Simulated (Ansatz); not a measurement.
Na:
```cif
data_Na4
_chemical_formula_sum 'Na4'
_space_group_name_H-M_alt 'P 1'
_space_group_IT_number 1
_cell_length_a 3.62504
_cell_length_b 3.62504
_cell_length_c 11.74711
_cell_angle_alpha 90.000
_cell_angle_beta 90.000
_cell_angle_gamma 120.000
loop_
_space_group_symop_operation_xyz
  'x, y, z'
loop_
_atom_site_label
_atom_site_type_symbol
_atom_site_fract_x
_atom_site_fract_y
_atom_site_fract_z
_atom_site_occupancy
Na1 Na 0.00000 0.00000 0.00000 1
Na2 Na 0.00000 0.00000 0.50000 1
Na3 Na 0.33333 0.66667 0.25000 1
Na4 Na 0.66667 0.33333 0.75000 1
```

Relaxed with LDA.

Which orbitals make up the states near the Fermi level in plane-wave PAW LDA (Ansatz code)?

Within 0.5 eV of the Fermi level: Na 3s 85 %, outside the projected shells 15 %. Projections are on Löwdin-orthogonalised atomic valence shells; empty p or d shells of many metals are not among them.

Tabulate the density of states.

States/eV per cell of 4 atoms, in 0.25 eV bins, energy from the Fermi level.

| E (eV) | total | Na 3s | Na 2s |
|---|---|---|---|
| -3.70 | 0.00 | 0.00 | 0.00 |
| -3.45 | 0.17 | 0.16 | 0.00 |
| -3.20 | 0.47 | 0.46 | 0.01 |
| -2.95 | 0.65 | 0.63 | 0.01 |
| -2.70 | 0.79 | 0.77 | 0.01 |
| -2.45 | 0.91 | 0.89 | 0.01 |
| -2.20 | 1.02 | 1.00 | 0.01 |
| -1.95 | 1.12 | 1.10 | 0.01 |
| -1.70 | 1.21 | 1.19 | 0.00 |
| -1.45 | 1.30 | 1.27 | 0.00 |
| -1.20 | 1.39 | 1.35 | 0.00 |
| -0.95 | 1.47 | 1.42 | 0.00 |
| -0.70 | 1.55 | 1.48 | 0.00 |
| -0.45 | 1.63 | 1.52 | 0.00 |
| -0.20 | 1.72 | 1.55 | 0.00 |
| 0.05 | 1.86 | 1.59 | 0.00 |
| 0.30 | 2.00 | 1.58 | 0.00 |
| 0.55 | 1.97 | 1.39 | 0.01 |
| 0.80 | 1.97 | 1.24 | 0.01 |
| 1.05 | 2.15 | 1.13 | 0.01 |
| 1.30 | 2.21 | 0.99 | 0.01 |
| 1.55 | 1.87 | 0.75 | 0.01 |
| 1.80 | 2.00 | 0.76 | 0.01 |
| 2.05 | 2.24 | 0.83 | 0.01 |
| 2.30 | 2.36 | 0.81 | 0.01 |
| 2.55 | 2.68 | 0.68 | 0.01 |
| 2.80 | 2.32 | 0.43 | 0.00 |
| 3.05 | 2.26 | 0.35 | 0.00 |
| 3.30 | 2.80 | 0.34 | 0.00 |
| 3.55 | 2.38 | 0.24 | 0.00 |

Space group P6_3/mmc (dhcp (α-La type)). The workflow started from a Materials Project entry (that database holds measured and hypothetical structures alike); the Crystallography Open Database files this formula in space group No. 194, but the cells were not matched. It is not the phase usual at ambient conditions (space group No. 229). The cell was relaxed with LDA under the symmetry of its start; whether a distortion lowers the energy is not shown.

Potentials: the later of the program's two PAW sets.
